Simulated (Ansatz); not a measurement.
ZrSe₂ (CdI2 type)

```xyz
3
Lattice="3.7351 0.0000 0.0000 -1.8675 3.2347 0.0000 0.0000 0.0000 6.0315" Properties=species:S:1:pos:R:3 pbc="T T T"
Zr     0.0000     0.0000     0.0000
Se     0.0000     2.1565     1.5988
Se     1.8675     1.0782     4.4328
```

The volume is varied about the relaxed value V₀ at fixed cell shape. The atoms relax within the cell's symmetry.

Method: PBE-D3(BJ) (plane waves to 420 eV, PAW, scalar-relativistic; Ansatz, a program for electronic structure). k mesh 14×14×8 (Γ-centred), Fermi-Dirac smearing 0.05 eV. The energy includes the smearing's −TS. Compression counts positive. With the shape held, the modulus is that of even scaling; a crystal free to change shape is softer. At this level the bands of ZrSe2 touch or barely overlap; measurements give the solid a gap. ZrSe2 is run without spin polarisation. ZrSe2 was relaxed with its symmetry unable to fall. The zero of ΔE is the relaxed starting cell.

```tsv
V (Å³/atom)	ΔE (meV/atom)	P (GPa)
21.862	36	5.2
22.469	19	3.6
23.076	8	2.3
23.683	2	1.0
24.291	0	0.0
24.898	2	-0.9
25.505	7	-1.7
26.112	15	-2.4
26.720	25	-3.0
```

Summary:

```yaml
pressure_at_the_smallest_volume: 5.2 GPa
energy_cost_of_the_largest_compression: 36 meV/atom
energy_cost_of_the_largest_expansion: 25 meV/atom
Bulk modulus at fixed cell shape B₀ (third-order Birch-Murnaghan fit): 39.2 GPa
Pressure derivative B₀′ (fit): 4.5
equilibrium_volume_of_the_fit: 24.29 Å³/atom
Pressure for 5 % compression (fit): 2.3 GPa
```

(A scan under strain: stresses follow from slopes of the energy per volume, elastic moduli from its curvatures.)
